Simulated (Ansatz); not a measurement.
GeMo$_{2}$C:
```
CELL_PARAMETERS angstrom
      3.13266     0.00000     0.00000
     -1.56633     2.71296     0.00000
      0.00000     0.00000    12.64134
ATOMIC_POSITIONS crystal
  Ge 0.66667 0.33333 0.25000
  Ge 0.33333 0.66667 0.75000
  Mo 0.66667 0.33333 0.91094
  Mo 0.33333 0.66667 0.08906
  Mo 0.33333 0.66667 0.41094
  Mo 0.66667 0.33333 0.58906
  C  0.00000 0.00000 0.00000
  C  0.00000 0.00000 0.50000
```

This is the PBE-relaxed structure.

**Question.** All from PBE (plane waves, PAW; program Ansatz), unless another level is named. Estimate the electronic character.

**Answer.** metallic (no gap).

**Question.** Predict the formation energy from the elements (no fitted shifts).

**Answer.** -0.086 eV/atom.

**Question.** What about the density of states at the Fermi level?

**Answer.** 0.58 states/eV per atom (mean over ±0.08 eV).

**Question.** Give the gap with spin–orbit coupling.

**Answer.** none (metallic).

Space group P6_3/mmc. The start of the workflow was typed in or built on a structure type; neither database checked (COD, Materials Project) lists it. Whether it is the stable phase at ambient conditions was not checked. The PBE relaxation kept the symmetry of its start; whether a distortion lowers the energy is not shown. No spin polarisation was allowed. The references are the lowest solids computed at this level, not always the standard phases. Spin–orbit coupling is left out wherever it is not named.

Potentials: the later of the program's two PAW sets.
